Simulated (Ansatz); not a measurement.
HfTeSe:
```yaml
crystal:
  lattice:
    - [3.87960, 0.00000, 0.00000]
    - [-1.93980, 3.35984, 0.00000]
    - [0.00000, 0.00000, 6.59874]
  atoms:
    - { symbol: Hf, position: [0.00000, 0.00000, 0.98162] }
    - { symbol: Te, position: [0.66667, 0.33333, 0.25763] }
    - { symbol: Se, position: [0.33333, 0.66667, 0.76076] }
```

Relaxed with r²SCAN+D4.

Problem. Tabulate the valence density and the electron localisation function along the shortest Hf–Se contact (2.67 Å), DFT-r²SCAN+D4 in the program Ansatz with PAW potentials.

Solution. 

```csv
distance from Hf (Å),density (e/Å³),ELF
0.27,26.10,0.82
0.40,17.79,0.85
0.53,10.44,0.84
0.67,5.34,0.78
0.80,2.45,0.63
0.94,1.10,0.40
1.07,0.58,0.25
1.20,0.42,0.27
1.34,0.42,0.48
1.47,0.48,0.69
1.60,0.60,0.78
1.74,0.77,0.80
1.87,1.09,0.79
2.00,2.06,0.73
2.14,4.74,0.59
2.27,11.32,0.38
2.41,23.69,0.20
```

The density is the valence pseudo-density with augmentation charge, so density and ELF within about 1 Å of a nucleus are not all-electron values.

Space group P3m1. The workflow started from a Materials Project entry (that database holds measured and hypothetical structures alike); the Crystallography Open Database copy checked does not list it. Whether it is the stable phase at ambient conditions was not checked. The cell was relaxed with r²SCAN+D4 under the symmetry of its start; its stability against distortions is not shown here. No spin polarisation was allowed. Spin–orbit coupling is left out wherever it is not named.

Potentials: the later of the program's two PAW sets.
